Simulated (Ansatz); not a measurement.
Structures of Mg2O: which is lowest?

Plane-wave DFT in Ansatz with scalar-relativistic PAW potentials, cutoff 420 eV, Γ-centred meshes chosen by cell and gap, Gaussian smearing with energies taken to zero width. Every cell was relaxed (cell and atoms) in a run of its own, within the symmetry of its start. Functional: PBE.

Relaxed structures (starts from databases or built by putting these elements on another compound's sites):
A. P4_2/mnm, 6 atoms in the computed cell, a = 5.242 Å, c = 3.130 Å; sites (symmetry × multiplicity) Mg m.2m × 4, O m.mm × 2; start: built
B. I4_1/amd, 6 atoms in the computed cell, a = 4.374 Å, c = 8.764 Å; sites (symmetry × multiplicity) Mg 2mm. × 8, O -4m2 × 4; start: built

Problem. Rank them by energy. Could pressure change the order?

Solution.
```csv
structure,group,E − E(lowest) (meV/atom),V (Å³/atom),gap on mesh (eV)
B,I4_1/amd,0.0,13.97,0.00
A,P4_2/mnm,142,14.34,0.00
```

B is lowest, 142 meV/atom under A. The lowest is also the densest of these, so pressure wouldn't bring one of the others in at first order. Other structures may lie lower than all of these, and vibrations aren't counted.

Spin polarisation was left out, and a magnetic state may lie lower.